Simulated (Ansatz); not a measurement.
# SrTiO3 from LDA upwards

The starting cell is an entry of the Crystallography Open Database (1995):

```
Sr Ti O
1.0
    -2.75550    2.75550    3.89800
     2.75550   -2.75550    3.89800
     2.75550    2.75550   -3.89800
Sr Ti O
2 2 6
Direct
  0.75000 0.25000 0.50000
  0.25000 0.75000 0.50000
  0.00000 0.00000 0.00000
  0.50000 0.50000 0.00000
  0.25000 0.25000 0.00000
  0.75000 0.75000 0.00000
  0.74510 0.24510 0.99020
  0.24510 0.25490 0.50000
  0.25490 0.75490 0.00980
  0.75490 0.74510 0.50000
```

Atoms and cell were relaxed at zero pressure with plane-wave PAW DFT (Ansatz 0.2.0; one set of PAW datasets, made under PBE, for all functionals; 420 eV, r2SCAN 500 eV; 6×6×6 Γ-centred mesh, fermi-dirac occupations of width 0.020 eV; no spin polarisation, no spin-orbit coupling, no dispersion correction), keeping the symmetry (I4/mcm, No. 140).

Four functionals were used, LDA, PBEsol, PBE and r2SCAN. Their relaxed conventional cells, unnamed:

| run | a (Å) | c (Å) | volume (Å³/atom) |
| --- | --- | --- | --- |
| A | 5.518 | 7.829 | 11.92 |
| B | 5.488 | 7.809 | 11.76 |
| C | 5.432 | 7.744 | 11.42 |
| D | 5.556 | 7.893 | 12.18 |

**Question.** Which run is LDA's and which PBE's?

**Answer.** C is LDA, which overbinds and gives the smallest cell, and D is PBE, as a rule the largest. Of the two between, B is PBEsol and A is r2SCAN, an order that varies from crystal to crystal. Formation energies in eV an atom: LDA -3.547, PBEsol -3.255, PBE -3.137, r2SCAN -3.453.

Caveats: each relaxation keeps the start's symmetry, so a distorted cell may lie lower; computed cells are at 0 K with fixed nuclei; formation energies are at zero smearing against the elements' usual phases under the same functional, gases as free molecules, uncorrected.
